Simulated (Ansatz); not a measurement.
Li₂H₆Pt: computed property card

Li₂H₆Pt:
Space group Fm-3m (No. 225); a = 6.675 Å, b = 6.675 Å, c = 6.675 Å, α = 90.00°, β = 90.00°, γ = 90.00°

```json
[
 {"atom": "Li", "site": "8c", "symmetry": "-43m", "x": "0.2500", "y": "0.2500", "z": "0.2500"},
 {"atom": "H", "site": "24e", "symmetry": "4m.m", "x": "0.0000", "y": "0.0000", "z": "0.2441"},
 {"atom": "Pt", "site": "4a", "symmetry": "m-3m", "x": "0.0000", "y": "0.0000", "z": "0.0000"}
]
```
(The calculation used a cell of 9 atoms; values per cell refer to that cell.)

Space group Fm-3m (No. 225); conventional cell a = 6.6752 Å, b = 6.6752 Å, c = 6.6752 Å, α = 90.00°, β = 90.00°, γ = 90.00°.

Method: DFT-HSE06 in the program Ansatz with PAW potentials. The cell and atoms are relaxed at this level. Other levels are named where they apply.

Cell and energy:

```json
{
  "volume_per_atom": "8.26 Å³",
  "density": "4.80 g/cm³"
}
```

Electronic structure:

```json
{
 "band_gap": "3.88 eV (indirect)",
 "valence_band_maximum": "on the K–Γ line, 50 % of the way from K",
 "conduction_band_minimum": "at X (3 equivalent valleys)",
 "smallest_direct_gap_on_the_standard_path": "5.64 eV"
}
```

Charges:

```json
{
  "bader_charges": "Li +0.90, H -0.27, Pt -0.20 e"
}
```

The first step of the workflow began from a Materials Project structure, measured or hypothetical; the Crystallography Open Database copy checked does not list it. Whether it is the stable phase at ambient conditions was not checked. The cell was relaxed with HSE06 under the symmetry of its start; whether a distortion lowers the energy is not shown. No spin polarisation was allowed. The hybrid was solved on a coarse mesh, the path and, where they were found, the r²SCAN edge points; its band edges are the extreme levels among these. Scalar-relativistic: spin–orbit coupling is off unless named, which matters more the heavier the elements.

Potentials: the later of the program's two PAW sets.
